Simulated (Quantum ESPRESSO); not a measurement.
## Band energies of LiBH4

```
LiBH4
1.0
    4.18000     0.00000     0.00000
   -2.09000     3.61999     0.00000
    0.00000     0.00000     6.70992
H Li B
8 2 2
Cartesian
  0.00000   2.41332   2.52501
  2.09000   1.20666   5.87997
  0.00000   1.26464   4.14894
  3.08479   0.63232   0.79398
  0.99479   2.98767   4.14894
  2.09000   2.35535   0.79398
 -0.99479   2.98767   4.14894
  1.09521   0.63232   0.79398
  0.00000   2.41332   0.03945
  2.09000   1.20666   3.39441
  0.00000   2.41332   3.74273
  2.09000   1.20666   0.38777
```

norm-conserving PBEsol (Quantum ESPRESSO, 76 Ry, without SOC); path ΓMKΓALHA,LM,KH; energies in eV from the valence-band maximum.

```
k (1/Å)  point  band 6  band 7  band 8  band 9  band 10  band 11  band 12  band 13
-------  -----  ------  ------  ------  ------  -------  -------  -------  -------
0.00         Γ   -0.29   -0.29   -0.23   -0.23    -0.01     6.98     7.07     8.05
0.22             -0.68   -0.47   -0.44   -0.23    -0.01     7.18     7.28     7.76
0.65             -1.97   -1.34   -0.89   -0.46    -0.28     6.69     6.85     7.79
0.87         M   -2.24   -1.31   -0.97   -0.51    -0.40     6.52     6.73     7.72
1.12             -2.18   -1.43   -0.86   -0.80    -0.40     6.60     7.27     7.99
1.37         K   -2.09   -1.33   -1.33   -0.57    -0.57     6.60     7.92     7.92
1.54             -2.13   -1.37   -1.12   -0.72    -0.41     6.66     7.76     7.96
1.87             -1.70   -1.13   -0.61   -0.61    -0.14     7.14     7.47     7.95
2.20             -0.51   -0.47   -0.29   -0.26     0.00     7.15     7.19     7.85
2.37         Γ   -0.29   -0.29   -0.23   -0.23    -0.01     6.98     7.07     8.05
2.61             -0.37   -0.28   -0.28   -0.24    -0.24     7.13     7.19     7.99
2.84         A   -1.20   -0.26   -0.26   -0.26    -0.26     7.31     7.31     7.95
3.01             -1.23   -0.41   -0.41   -0.31    -0.31     7.36     7.36     7.90
3.36             -1.91   -0.69   -0.69   -0.59    -0.59     7.08     7.08     7.74
3.53             -2.36   -0.71   -0.71   -0.66    -0.66     6.95     6.95     7.55
3.71         L   -2.54   -0.75   -0.75   -0.64    -0.64     6.90     6.90     7.47
3.87             -2.52   -1.08   -1.08   -0.41    -0.41     7.00     7.00     7.69
4.21         H   -2.46   -1.59   -1.59   -0.21    -0.21     7.37     7.37     8.01
4.49             -2.27   -1.31   -1.31   -0.30    -0.30     7.18     7.18     8.24
4.78             -1.61   -0.83   -0.83   -0.42    -0.42     7.29     7.29     7.98
5.07             -1.22   -0.36   -0.36   -0.29    -0.29     7.35     7.35     7.91
5.21         A   -1.20   -0.26   -0.26   -0.26    -0.26     7.31     7.31     7.95
5.21         L   -2.54   -0.75   -0.75   -0.64    -0.64     6.90     6.90     7.47
5.68         M   -2.24   -1.31   -0.97   -0.51    -0.40     6.52     6.73     7.72
5.68         K   -2.09   -1.33   -1.33   -0.57    -0.57     6.60     7.92     7.92
5.83             -2.14   -1.42   -1.42   -0.46    -0.46     6.78     7.77     7.77
6.15         H   -2.46   -1.59   -1.59   -0.21    -0.21     7.37     7.37     8.01
```

The PBEsol gap is indirect, 6.47 eV, from 83 % of the way from K to Γ to 50 % of the way from L to M; the smallest direct gap is 6.89 eV. Another valence extremum on the path lies within 0.02 eV, too close to call.

Geometry of the Materials Project entry, not relaxed at this level.

The structure is a Materials Project entry; no match was found in the copy of COD used, and its stability was not checked.
